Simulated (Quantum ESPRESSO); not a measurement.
Al2SiZnN4, finding a planted mistake in a log

Simulated, not a measurement. The program is pw.x of Quantum ESPRESSO 7.5 (plane-wave density functional theory). The cell is made up: 8 atoms on a zincblende/diamond lattice, with randomly drawn elements, strain and displacements, not relaxed. PseudoDojo standard norm-conserving files (v0.5 for PBE, v0.4.1 for LDA and PBEsol) set the functional; there is no spin polarisation, spin-orbit coupling or dispersion term, and the masses in the input are unused placeholders.

Intended input:

```
&control calculation='scf', pseudo_dir='./dojo.nc.sr.pbe.v0_5.standard.upf', outdir='./o', disk_io='low', tprnfor=.true., tstress=.true. /
&system ibrav=0, nat=8, ntyp=4, nbnd=31, ecutwfc=84.00895049, nosym=.true., tot_charge=0,
 occupations='smearing', smearing='fd', degauss=0.0018374661
/
&electrons conv_thr=7.350e-09, electron_maxstep=60, /
ATOMIC_SPECIES
Al 1.0 Al.upf
N 1.0 N.upf
Si 1.0 Si.upf
Zn 1.0 Zn.upf
CELL_PARAMETERS angstrom
4.2653 -0.0642 0.015
-0.0642 4.439 0.0114
0.015 0.0114 4.3762
ATOMIC_POSITIONS angstrom
Al 0.0473 -0.066 0.0349
Si -0.076 2.0946 2.1859
Zn 2.1 0.0599 2.294
Al 2.1783 2.1073 0.0552
N 1.0275 1.2059 1.1312
N 1.1973 3.3741 3.3544
N 3.3171 1.1832 3.1656
N 3.0045 3.229 1.1061
K_POINTS automatic
4 4 4 1 1 1
```

The log is shortened where brackets say so; the opening notice, blank lines, dates and the lines on written files are dropped, and the path of the files is cut. It prints rydbergs, bohrs and kilobars, and counts compression as positive stress.

Log of the intended run:

```
     Program PWSCF v.7.5
     Parallel version (MPI & OpenMP), running on       4 processor cores
     Number of MPI processes:                 4
     Threads/MPI process:                     1
     [start-up lines left out]
     bravais-lattice index     =            0
     lattice parameter (alat)  =       8.0612  a.u.
     unit-cell volume          =     559.0179 (a.u.)^3
     number of atoms/cell      =            8
     number of atomic types    =            4
     number of electrons       =        50.00
     number of Kohn-Sham states=           31
     kinetic-energy cutoff     =      84.0090  Ry
     charge density cutoff     =     336.0358  Ry
     scf convergence threshold =      7.3E-09
     mixing beta               =       0.7000
     number of iterations used =            8  plain     mixing
     Exchange-correlation= PBE
                           (   1   4   3   4   0   0   0)
     [axes and pseudopotential details left out]
   Cartesian axes
     site n.     atom                  positions (alat units)
         1        Al     tau(   1) = (   0.0110882  -0.0154719   0.0081813  )
         2        Si     tau(   2) = (  -0.0178161   0.4910205   0.5124233  )
         3        Zn     tau(   3) = (   0.4922864   0.0140419   0.5377643  )
         4        Al     tau(   4) = (   0.5106416   0.4939977   0.0129401  )
         5        N      tau(   5) = (   0.2408687   0.2826896   0.2651783  )
         6        N      tau(   6) = (   0.2806736   0.7909636   0.7863455  )
         7        N      tau(   7) = (   0.7776015   0.2773682   0.7420866  )
         8        N      tau(   8) = (   0.7043212   0.7569489   0.2592943  )
     number of k points=    32  Fermi-Dirac smearing, width (Ry)=  0.0018
                       cart. coord. in units 2pi/alat
        k(    1) = (   0.1264200   0.1216404   0.1210967), wk =   0.0625000
        k(    2) = (   0.1255533   0.1210020   0.3647950), wk =   0.0625000
     [further k points left out]
     Dense  grid:    58141 G-vectors     FFT dimensions: (  48,  50,  50)
     Estimated max dynamical RAM per process >     100.08 MB
     Estimated total dynamical RAM >     357.75 MB
     Initial potential from superposition of free atoms
     starting charge      49.9943, renormalised to      50.0000
     Starting wfcs are   38 randomized atomic wfcs
     total cpu time spent up to now is        1.4 secs
     per-process dynamical memory:    71.5 Mb
     Self-consistent Calculation
     iteration #  1     ecut=    84.01 Ry     beta= 0.70
     Davidson diagonalization with overlap
     ethr =  1.00E-02,  avg # of iterations =  3.4
     total cpu time spent up to now is        3.2 secs
     total energy              =    -518.13293798 Ry
     estimated scf accuracy    <       2.42509562 Ry
     iteration #  2     ecut=    84.01 Ry     beta= 0.70
     Davidson diagonalization with overlap
     ethr =  4.85E-03,  avg # of iterations =  2.0
     total cpu time spent up to now is        4.8 secs
     total energy              =    -518.86216876 Ry
     estimated scf accuracy    <       1.92350365 Ry
     [iterations 3 to 10 left out]
     iteration # 11     ecut=    84.01 Ry     beta= 0.70
     Davidson diagonalization with overlap
     ethr =  1.04E-10,  avg # of iterations =  3.1
     total cpu time spent up to now is       18.8 secs
     total energy              =    -519.19733418 Ry
     estimated scf accuracy    <          9.2E-09 Ry
     iteration # 12     ecut=    84.01 Ry     beta= 0.70
     Davidson diagonalization with overlap
     ethr =  1.83E-11,  avg # of iterations =  2.0
     total cpu time spent up to now is       20.2 secs
     End of self-consistent calculation
     [lines on levels left out]
!    total energy              =    -519.19733418 Ry
     estimated scf accuracy    <          1.8E-09 Ry
     smearing contrib. (-TS)   =      -0.00000000 Ry
     internal energy E=F+TS    =    -519.19733418 Ry
     The total energy is F=E-TS. E is the sum of the following terms:
     one-electron contribution =    -401.42067183 Ry
     hartree contribution      =     225.66553830 Ry
     xc contribution           =     -77.65353529 Ry
     ewald contribution        =    -265.78866536 Ry
     convergence has been achieved in  12 iterations
     Forces acting on atoms (cartesian axes, Ry/au):
     atom    1 type  1   force =    -0.00905640   -0.00554142   -0.00541024
     atom    2 type  3   force =     0.15349322    0.23676498   -0.14195486
     atom    3 type  4   force =     0.03601037    0.01222656   -0.09751585
     atom    4 type  1   force =    -0.04620192    0.03108040   -0.09027050
     atom    5 type  2   force =    -0.08984829   -0.01806561   -0.01717755
     atom    6 type  2   force =    -0.17500669   -0.16042603    0.06600820
     atom    7 type  2   force =    -0.06130036   -0.10285532    0.23404327
     atom    8 type  2   force =     0.19191007    0.00681644    0.05227753
     Total force =     0.547954     Total SCF correction =     0.000096
     Computing stress (Cartesian axis) and pressure
          total   stress  (Ry/bohr**3)                   (kbar)     P=      138.66
   0.00096354   0.00121135  -0.00057796          141.74      178.20      -85.02
   0.00121135   0.00084426  -0.00050720          178.20      124.19      -74.61
  -0.00057796  -0.00050720   0.00102004          -85.02      -74.61      150.05
     init_run     :      1.29s CPU      1.34s WALL (       1 calls)
     electrons    :     18.67s CPU     18.75s WALL (       1 calls)
     forces       :      0.30s CPU      0.30s WALL (       1 calls)
     stress       :      0.98s CPU      0.99s WALL (       1 calls)
     [timing details left out]
     PWSCF        :     21.35s CPU     21.51s WALL
     JOB DONE.
```

A second run was made from an input with one planted mistake. Its log:

```
     Program PWSCF v.7.5
     Parallel version (MPI & OpenMP), running on       4 processor cores
     Number of MPI processes:                 4
     Threads/MPI process:                     1
     [start-up lines left out]
     bravais-lattice index     =            0
     lattice parameter (alat)  =       8.0612  a.u.
     unit-cell volume          =     559.0179 (a.u.)^3
     number of atoms/cell      =            8
     number of atomic types    =            4
     number of electrons       =        50.00
     number of Kohn-Sham states=           31
     kinetic-energy cutoff     =      84.0090  Ry
     charge density cutoff     =     336.0358  Ry
     scf convergence threshold =      7.3E-09
     mixing beta               =       0.7000
     number of iterations used =            8  plain     mixing
     Exchange-correlation= PBESOL
                           (   1   4  10   8   0   0   0)
     [axes and pseudopotential details left out]
   Cartesian axes
     site n.     atom                  positions (alat units)
         1        Al     tau(   1) = (   0.0110882  -0.0154719   0.0081813  )
         2        Si     tau(   2) = (  -0.0178161   0.4910205   0.5124233  )
         3        Zn     tau(   3) = (   0.4922864   0.0140419   0.5377643  )
         4        Al     tau(   4) = (   0.5106416   0.4939977   0.0129401  )
         5        N      tau(   5) = (   0.2408687   0.2826896   0.2651783  )
         6        N      tau(   6) = (   0.2806736   0.7909636   0.7863455  )
         7        N      tau(   7) = (   0.7776015   0.2773682   0.7420866  )
         8        N      tau(   8) = (   0.7043212   0.7569489   0.2592943  )
     number of k points=    32  Fermi-Dirac smearing, width (Ry)=  0.0018
                       cart. coord. in units 2pi/alat
        k(    1) = (   0.1264200   0.1216404   0.1210967), wk =   0.0625000
        k(    2) = (   0.1255533   0.1210020   0.3647950), wk =   0.0625000
     [further k points left out]
     Dense  grid:    58141 G-vectors     FFT dimensions: (  48,  50,  50)
     Estimated max dynamical RAM per process >     100.08 MB
     Estimated total dynamical RAM >     357.75 MB
     Initial potential from superposition of free atoms
     starting charge      49.9946, renormalised to      50.0000
     Starting wfcs are   38 randomized atomic wfcs
     total cpu time spent up to now is        1.4 secs
     per-process dynamical memory:    71.5 Mb
     Self-consistent Calculation
     iteration #  1     ecut=    84.01 Ry     beta= 0.70
     Davidson diagonalization with overlap
     ethr =  1.00E-02,  avg # of iterations =  3.4
     total cpu time spent up to now is        3.2 secs
     total energy              =    -517.70255727 Ry
     estimated scf accuracy    <       2.30745161 Ry
     iteration #  2     ecut=    84.01 Ry     beta= 0.70
     Davidson diagonalization with overlap
     ethr =  4.61E-03,  avg # of iterations =  2.0
     total cpu time spent up to now is        4.8 secs
     total energy              =    -518.39733924 Ry
     estimated scf accuracy    <       1.88201172 Ry
     [iterations 3 to 9 left out]
     iteration # 10     ecut=    84.01 Ry     beta= 0.70
     Davidson diagonalization with overlap
     ethr =  8.14E-10,  avg # of iterations =  2.0
     total cpu time spent up to now is       17.4 secs
     total energy              =    -518.72689488 Ry
     estimated scf accuracy    <       0.00000004 Ry
     iteration # 11     ecut=    84.01 Ry     beta= 0.70
     Davidson diagonalization with overlap
     ethr =  8.99E-11,  avg # of iterations =  3.1
     total cpu time spent up to now is       19.0 secs
     End of self-consistent calculation
     [lines on levels left out]
!    total energy              =    -518.72689489 Ry
     estimated scf accuracy    <          7.1E-09 Ry
     smearing contrib. (-TS)   =      -0.00000000 Ry
     internal energy E=F+TS    =    -518.72689489 Ry
     The total energy is F=E-TS. E is the sum of the following terms:
     one-electron contribution =    -401.21465578 Ry
     hartree contribution      =     225.14534762 Ry
     xc contribution           =     -76.86892137 Ry
     ewald contribution        =    -265.78866536 Ry
     convergence has been achieved in  11 iterations
     Forces acting on atoms (cartesian axes, Ry/au):
     atom    1 type  1   force =    -0.00918166   -0.00517740   -0.00549109
     atom    2 type  3   force =     0.15275281    0.23512288   -0.14142283
     atom    3 type  4   force =     0.03527372    0.01078336   -0.09438614
     atom    4 type  1   force =    -0.04588637    0.03011681   -0.09024419
     atom    5 type  2   force =    -0.08671833   -0.02032860   -0.01159190
     atom    6 type  2   force =    -0.16870587   -0.15369263    0.05860930
     atom    7 type  2   force =    -0.06519831   -0.10608914    0.22769638
     atom    8 type  2   force =     0.18766401    0.00926471    0.05683047
     Total force =     0.538195     Total SCF correction =     0.000208
     Computing stress (Cartesian axis) and pressure
          total   stress  (Ry/bohr**3)                   (kbar)     P=       91.31
   0.00064512   0.00119322  -0.00057927           94.90      175.53      -85.21
   0.00119322   0.00051395  -0.00049305          175.53       75.60      -72.53
  -0.00057927  -0.00049305   0.00070307          -85.21      -72.53      103.43
     init_run     :      1.31s CPU      1.35s WALL (       1 calls)
     electrons    :     17.46s CPU     17.56s WALL (       1 calls)
     forces       :      0.30s CPU      0.31s WALL (       1 calls)
     stress       :      0.95s CPU      0.95s WALL (       1 calls)
     [timing details left out]
     PWSCF        :     20.09s CPU     20.26s WALL
     JOB DONE.
```

Question: what was wrong in the second input?

Answer: the files are those of another functional. The input lines that differ, file-writing options aside:

```
- &control calculation='scf', pseudo_dir='./dojo.nc.sr.pbe.v0_5.standard.upf', outdir='./o', disk_io='low', tprnfor=.true., tstress=.true. /
+ &control calculation='scf', pseudo_dir='./dojo.nc.sr.pbesol.v0_4_1.standard.upf', outdir='./o', disk_io='low', tprnfor=.true., tstress=.true. /
```

```
                                            intended run  run with the mistake
                          free energy (eV)     -7064.040             -7057.639
                    smearing term -TS (eV)        0.0000                0.0000
                            pressure (GPa)         13.87                  9.13
            largest force component (eV/Å)         6.087                 6.045
largest change of a force component (eV/Å)                               0.190
                                iterations            12                    11
```

For scale, a rerun of the intended cell at 1437 eV and a 6 x 6 x 6 mesh moved values by no more than 0.003 eV in energy, 0.02 GPa in stress and 0.002 eV/Å in force. Files of another functional have another zero of energy, so the energy change says nothing on stability.